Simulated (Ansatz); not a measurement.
AlCo3: do energies and stresses tell the same story?

The calculation used Ansatz 0.2.0, DFT r2SCAN, scalar-relativistic, plane waves, PAW.

Plane waves to 500 eV, a k mesh through Γ of 12×12×12 on the computed 4-atom cell and Gaussian smearing (0.10 eV); collinear spin from starting moments 0 1.78 1.78 1.78 μB.

Relaxed cell: Pm-3m, a = 3.586 Å, b = 3.586 Å, c = 3.586 Å, α = 90.00°, β = 90.00°, γ = 90.00°, 4 atoms in the primitive cell. Whether it is the stable form of this composition wasn't checked.

Energies at zero smearing and pressures from the stress tensor, at volumes with shape and atoms relaxed:
| V (Å³/atom) | E − E(first) (meV/atom) | P (GPa) |
| --- | --- | --- |
| 10.840 | 0.00 | 11.10 |
| 11.186 | -17.04 | 4.98 |
| 11.532 | -22.29 | 0.01 |
| 11.878 | -17.68 | -4.27 |
| 12.224 | -4.34 | -8.17 |

Question: Check P = −dE/dV between neighbouring volumes, and get the bulk modulus from the pressures alone.

Answer: With 1 eV/Å³ = 160.2 GPa:
```
middle V (Å³/atom)  −ΔE/ΔV (GPa) mean P (GPa)
            11.013         7.893         8.040
            11.359         2.428         2.496
            11.705        -2.134        -2.129
            12.051        -6.177        -6.221
```

The two differ by 0.15 GPa at most. The mean of two end pressures misses the average over a step by about ΔV² P″/12, up to 0.12 GPa here; with that taken off 0.07 GPa remains. The stress is the derivative of the free energy, not of the energy at zero smearing, and with free energies 0.01 GPa remains. Around V = 11.532 Å³/atom, the two neighbours give B = −V ΔP/ΔV = 11.532 × 9.25 / 0.692 = 154.2 GPa, against B0 = 154.2 GPa from the Birch–Murnaghan fit of the energies.

The state reached may not be the lowest one.

Only this magnetic start was tried.